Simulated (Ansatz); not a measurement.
Input and command of a calculation in Ansatz (plane waves; scalar-relativistic PAW potentials unless the input names others):

```yaml
crystal:
  lattice:
    - [0.0, 2.6658839206, 2.6658839206]
    - [2.6658839206, 0.0, 2.6658839206]
    - [2.6658839206, 2.6658839206, 0.0]
  atoms:
    - { symbol: Zn, position: [0.0, 0.0, 0.0] }
    - { symbol: S, position: [0.75, 0.75, 0.75] }
basis:
  ecutwfc: 420
kpoints:
  mp_grid: { grid: [10, 10, 10] }
hamiltonian:
  xc: lda
scf:
  occupations: { method: fixed }
  mixing_beta: 0.3
  max_iter: 75
output:
  forces: true
  eigenvalues: true
  stress: true
```

```bash
ansatz run input.yaml --threads 1 --pin off --max-ram 3072MiB --backend cpu --events-out ev --progress --plain --runs-dir out
```

Question: What will the program do with this input?

Answer: The program refuses it, because of a keyword of another program (scf.mixing_beta: not typed → 0.3). Without that key it is accepted.

Abridged log:
```
Error: YAML parse error: error: line 17 column 3: unknown field `mixing_beta`, expected one of max_iter, algorithm, n_extra_bands, self_checks, convergence, lower_state_search, omitted_lower_state_checks, lower_solution_reach, mixing, occupations, eigensolver, initial_density, exx
  --> <input>:17:3
   |
15 | scf:
16 |   occupations: { method: fixed }
17 |   mixing_beta: 0.3
   |   ^ unknown field `mixing_beta`, expected one of max_iter, algorithm, n_extra_bands, self_checks, convergence, lower_state_search, omitted_lower_state_checks, lower_solution_reach, mixing, occupations, eigensolver, initial_density, exx
18 |   max_iter: 75
19 | output:
   |
```